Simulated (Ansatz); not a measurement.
Data:

SrTiO$_{3}$:
```cif
data_O12Sr4Ti4
_chemical_formula_sum 'Sr4 Ti4 O12'
_space_group_name_H-M_alt 'I4/mcm'
_space_group_IT_number 140
_space_group_name_Hall '-I 4 2c'
_cell_length_a 5.48783
_cell_length_b 5.48783
_cell_length_c 7.80924
_cell_angle_alpha 90.000
_cell_angle_beta 90.000
_cell_angle_gamma 90.000
loop_
_atom_site_label
_atom_site_type_symbol
_atom_site_symmetry_multiplicity
_atom_site_Wyckoff_symbol
_atom_site_fract_x
_atom_site_fract_y
_atom_site_fract_z
_atom_site_occupancy
Sr1 Sr 4 b 0.00000 0.50000 0.25000 1
Ti1 Ti 4 c 0.00000 0.00000 0.00000 1
O1 O 8 h 0.22536 0.27464 0.00000 1
O2 O 4 a 0.00000 0.00000 0.25000 1
```
(The calculation used a cell of 10 atoms; values per cell refer to that cell.)

This is the PBEsol-relaxed structure.

**Question.** All from PBEsol in the plane-wave PAW code Ansatz, unless another level is named. Estimate the electronic dielectric constant ε∞ (DFPT).

**Answer.** 6.32 (xx = yy), 6.35 (zz).

**Question.** Give the Born charges (a third of the trace).

**Answer.** Sr +2.54, Ti +7.28, O -3.28 to -3.26 e.

The workflow started from a Materials Project entry (that database holds measured and hypothetical structures alike); the Crystallography Open Database files this formula in space group No. 140, but the cells were not matched. It is not the phase usual at ambient conditions (space group No. 221). The PBEsol relaxation kept the symmetry of its start. At this level the phase is dynamically unstable (imaginary phonons). No spin polarisation was allowed. Scalar-relativistic: spin–orbit coupling is off unless named, which matters more the heavier the elements.

Potentials: the earlier of the program's two PAW sets. The files were generated under PBE; for other functionals the program regenerates the frozen cores, and for LDA and PBEsol the local potential too.
